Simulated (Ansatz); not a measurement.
Level of theory: DFT PBE, scalar-relativistic, plane waves, PAW in Ansatz 0.2.0. All cells share a 420 eV cutoff and Γ-centred k meshes spaced at most about 0.3 Å⁻¹ (about 0.25 or finer for metals, 2π included). No spin polarisation in the final relaxations.

All energies are static (0 K, no zero-point motion). All come from trial cells, and lower structures may exist.

Question: These unrelaxed guesses for ZnCd2Te2S are each relaxed within their symmetry. Order them by the energy at which they end, lowest first.
A.

```
Zn Cd Te S
1.0
     5.87721    0.00000    0.00000
     0.00000    5.87721    0.00000
     0.00000    0.00000    4.36188
Zn Cd Te S
1 2 2 1
Direct
  0.50000 0.50000 0.00000
  0.50000 0.00000 0.50000
  0.00000 0.50000 0.50000
  0.50000 0.00000 0.00000
  0.00000 0.50000 0.00000
  0.00000 0.00000 0.50000
```

B.

```
Zn Cd Te S
1.0
     4.51396    0.00000    0.00000
     0.00000    4.58116    0.00000
     0.00000    0.00000    7.93434
Zn Cd Te S
1 2 2 1
Direct
  0.50000 0.50000 0.16486
  0.50000 0.50000 0.82720
  0.50000 0.00000 0.34017
  0.00000 0.00000 0.99661
  0.00000 0.50000 0.50345
  0.50000 0.00000 0.66771
```

C.

```
Zn Cd Te S
1.0
     6.61779    0.00000    0.00000
     0.00000    6.61779    0.00000
     0.00000    0.00000    4.07028
Zn Cd Te S
1 2 2 1
Direct
  0.50000 0.50000 0.00000
  0.00000 0.50000 0.50000
  0.50000 0.00000 0.50000
  0.50000 0.50000 0.50000
  0.00000 0.00000 0.50000
  0.00000 0.00000 0.00000
```

Answer: B (ends in Pmm2, 0 meV/atom), A (ends in P4/mmm, 172 meV/atom), C (ends in P4/mmm, 258 meV/atom).

Spin–orbit coupling, which can matter for Te, is left out. Cells relaxed within their symmetry can be saddle points. Some types were kept out of the candidates beforehand, so the set may lack a known form.
